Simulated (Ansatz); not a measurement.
KCd₄P₃:
```cif
data_Cd12K3P9
_chemical_formula_sum 'K3 Cd12 P9'
_space_group_name_H-M_alt 'R-3m :H'
_space_group_IT_number 166
_space_group_name_Hall '-R 3 2"'
_cell_length_a 4.32609
_cell_length_b 4.32609
_cell_length_c 35.17165
_cell_angle_alpha 90.000
_cell_angle_beta 90.000
_cell_angle_gamma 120.000
loop_
_atom_site_label
_atom_site_type_symbol
_atom_site_symmetry_multiplicity
_atom_site_Wyckoff_symbol
_atom_site_fract_x
_atom_site_fract_y
_atom_site_fract_z
_atom_site_occupancy
K1 K 3 b 0.00000 0.00000 0.50000 1
Cd1 Cd 6 c 0.00000 0.00000 0.08984 1
Cd2 Cd 6 c 0.00000 0.00000 0.30197 1
P1 P 6 c 0.00000 0.00000 0.22910 1
P2 P 3 a 0.00000 0.00000 0.00000 1
```
(The calculation used a cell of 8 atoms; values per cell refer to that cell.)

Relaxed with PBEsol. Plane-wave PAW PBEsol (Ansatz code) gives no gap.

Q: What gap does HSE06 give on the same cell (Ansatz, PAW)?

A: 0.61 eV. The hybrid was solved on a coarser mesh and at special points; its gap is the smallest among all of these. On such a mesh it can open a false gap in a semimetal.

```tsv
k	v1 PBEsol	c1 PBEsol	v1 HSE06	c1 HSE06
Γ	0.00	0.00	0.00	0.61
T	-0.13	0.11	?	?
L	-1.15	0.61	-1.23	1.29
F	-1.03	0.47	?	?
S0	-1.72	1.75	?	?
H0	-1.73	1.75	?	?
```

Q: Top valence (v1) and lowest conduction level (c1) in eV from each method's valence maximum (which need not be a listed point): supply the withheld HSE06 values.

A: 
- H0, v1 HSE06: -1.84
- H0, c1 HSE06: 2.53
- T, v1 HSE06: -0.13
- T, c1 HSE06: 0.82
- S0, v1 HSE06: -1.84
- S0, c1 HSE06: 2.52
- F, v1 HSE06: -1.12
- F, c1 HSE06: 1.15

Cost on shared cores: the PBEsol run (SCF on a 11×11×11 mesh, then bands and DOS) about 7 core-minutes (a rough figure), the HSE06 run (SCF on 5×5×5, then a few points) roughly 12 core-minutes; the tasks are unlike.

The workflow started from an entry of the Crystallography Open Database (COD, 200 K). Whether it is the stable phase at ambient conditions was not checked. The PBEsol relaxation kept the symmetry of its start; whether a distortion lowers the energy is not shown. Spin–orbit coupling is left out wherever it is not named.

Potentials: the later of the program's two PAW sets.
